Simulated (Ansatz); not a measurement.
Mg₂Cu in space group I4/mcm (No. 140; Mg on 8h, Cu on 4a), r²SCAN in the plane-wave PAW code Ansatz, all energies at zero smearing, with the estimated change up to a 700 eV cutoff added, with one set of potentials and settings (totals compare only within such a set). Cell of 6 atoms (4 Mg, 2 Cu): -20968.634 eV.

```tsv
element	reference phase	E (eV/atom)
Mg	P6_3/mmc, 2 atoms in the cell	-1926.4086
Cu	Fm-3m, 1 atoms in the cell	-6631.2396
```

Formation energy per atom, worked out: (-20968.634 − 4×(-1926.4086) − 2×(-6631.2396))/6 = -0.087 eV/atom (-8 kJ per mol of atoms), at 0 K, without zero-point energy or fitted corrections.

The workflow started from a Materials Project entry (that database holds measured and hypothetical structures alike); the Crystallography Open Database copy checked does not list it. COD files the formula under space group No. 70. Whether it is the stable phase at ambient conditions was not checked. The cell was relaxed with r²SCAN under the symmetry of its start; whether a distortion lowers the energy is not shown. No spin polarisation was allowed. The references are the lowest solids computed at this level, not always the standard phases.

Potentials: the later of the program's two PAW sets.
